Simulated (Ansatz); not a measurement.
This run works on a generated trial structure, not on a known crystal.

Input and command of a plane-wave DFT calculation in Ansatz:

```yaml
crystal:
  lattice:
    - [4.2421854306, 2.4492269003, 2.6437692478]
    - [-4.2421854306, 2.4492269003, 2.6437692478]
    - [0.0, -4.8984538006, 2.6437692478]
  atoms:
    - { symbol: Si, position: [0.6092690116, 0.3907309884, 0.0] }
    - { symbol: Si, position: [0.0, 0.6092690116, 0.3907309884] }
    - { symbol: Si, position: [0.3907309884, 0.0, 0.6092690116] }
    - { symbol: Sn, position: [0.2315024116, 0.7684975884, 0.0] }
    - { symbol: Sn, position: [0.0, 0.2315024116, 0.7684975884] }
    - { symbol: Sn, position: [0.7684975884, 0.0, 0.2315024116] }
    - { symbol: Sn, position: [0.5, 0.5, 0.5] }
basis:
  ecutwfc: 420
kpoints:
  mp_grid: { grid: [6, 6, 6] }
hamiltonian:
  xc: pbe
scf:
  occupations: { method: gaussian, width: 0.1 }
output:
  forces: true
  stress: true
  eigenvalues: true
relax:
  adjacent_minimum: "off"
  f_tol: 0.01
  max_steps: 80
  cell: { stress_tol: 0.05 }
```

```bash
ansatz run input.yaml --threads 1 --pin off --max-ram 2560MiB --backend cpu --events-out ev --progress --plain --runs-dir out
```

Processor: Intel(R) Xeon(R) Processor @ 2.70GHz, 1 thread, on a host shared with other jobs.

Problem. Estimate time, memory and problem size.

Solution. About 6 min, peak memory 0.52 GiB. It solves 41 bands at 32 k points (after reduction by symmetry) with about 3259 plane waves (on the last cell), in 117 SCF iterations over 20 ionic steps.
